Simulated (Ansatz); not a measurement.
CdSnAs₂ (chalcopyrite, space group No. 122), the program Ansatz at the PBE level (PAW), all energies at zero smearing, with the estimated change up to a 700 eV cutoff added, with one set of potentials and settings (totals compare only within such a set). Cell of 8 atoms (2 Cd, 2 Sn, 4 As): -47983.299 eV.

| element | reference phase | E (eV/atom) |
|---|---|---|
| Cd | P6_3/mmc, 2 atoms in the cell | -8254.5258 |
| Sn | Fd-3m, 2 atoms in the cell | -6024.2887 |
| As | R-3m, 2 atoms in the cell | -4856.1443 |

Formation energy per atom, worked out: (-47983.299 − 2×(-8254.5258) − 2×(-6024.2887) − 4×(-4856.1443))/8 = -0.137 eV/atom (-13 kJ per mol of atoms), at 0 K, without zero-point energy or fitted corrections.

Space group I-42d (chalcopyrite). The first step of the workflow began from a Materials Project structure, measured or hypothetical; the Crystallography Open Database copy checked does not list it. Its standing as an ambient phase is unchecked. The PBE relaxation kept the symmetry of its start; whether a distortion lowers the energy is not shown. The references are the lowest solids computed at this level, not always the standard phases. Spin–orbit coupling is left out wherever it is not named.

Potentials: the earlier of the program's two PAW sets.
